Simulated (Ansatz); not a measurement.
Ba$_{2}$H$_{3}$I:
```
CELL_PARAMETERS angstrom
      4.51146     0.00000     0.00000
     -2.25573     3.90704     0.00000
      0.00000     0.00000     8.09544
ATOMIC_POSITIONS crystal
  Ba 0.66667 0.33333 0.68401
  Ba 0.33333 0.66667 0.31599
  H  0.66667 0.33333 0.35675
  H  0.33333 0.66667 0.64325
  H  0.00000 0.00000 0.50000
  I  0.00000 0.00000 0.00000
```

Relaxed with r²SCAN. Special points in fractions of this cell's reciprocal vectors: Γ (0.000, 0.000, 0.000); M (0.500, 0.000, 0.000); K (0.333, 0.333, 0.000); A (0.000, 0.000, 0.500); L (0.500, 0.000, 0.500); H (0.333, 0.333, 0.500).

Task: List the band energies nearest the valence-band maximum at these points for r²SCAN in the plane-wave PAW code Ansatz.

Result: In eV from the valence-band maximum; about four levels below and three above (degenerate sets whole), none deeper than 8.9 eV; points with the same levels are listed once.

| k | below | above |
|---|---|---|
| Γ | -2.28 -2.28 -2.19 -0.03 | 3.25 3.32 3.32 |
| M | -2.65 -2.19 -1.79 -1.64 | 3.38 3.85 4.06 |
| K | -3.16 -1.88 -1.76 -1.76 | 3.11 3.11 3.81 |
| A | -2.29 -2.29 -2.20 0.00 | 3.13 3.13 3.45 |
| L | -2.63 -2.01 -2.00 -1.76 | 2.74 3.53 3.74 |
| H | -3.20 -1.87 -1.82 -1.82 | 3.74 3.74 3.96 |

Space group P-3m1. The workflow started from a Materials Project entry (that database holds measured and hypothetical structures alike); the Crystallography Open Database copy checked does not list it. Whether it is the stable phase at ambient conditions was not checked. The r²SCAN relaxation kept the symmetry of its start; whether a distortion lowers the energy is not shown. Scalar-relativistic: spin–orbit coupling is off unless named, which matters more the heavier the elements.

Potentials: the later of the program's two PAW sets.
